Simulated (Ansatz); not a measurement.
Level of theory: DFT, PBEsol, plane waves (420 eV) with PAW, scalar-relativistic in Ansatz 0.2.0. The PAW files were generated under PBE, with cores re-solved for the functional.

An element in the hcp structure gives this curve. The cell is scaled uniformly from the relaxed one, with fractional coordinates and shape fixed. Energies are extrapolated to zero smearing, pressures are those at the given smearing. Magnetic state: spin not included.

```csv
V (Å³/atom),E − E₀ (meV/atom),P (GPa)
15.891,165.3,27.72
16.614,67.2,16.59
17.336,14.8,7.43
18.058,0.0,-0.15
18.781,16.4,-6.41
19.503,58.5,-11.60
20.225,121.9,-15.88
```

(1) Which element is it?
A. niobium
B. aluminium
C. tungsten
D. silver

Answers

(1) A. Its fit is V₀ = 18.02 Å³/atom, B₀ = 173 GPa, B₀′ = 3.7.
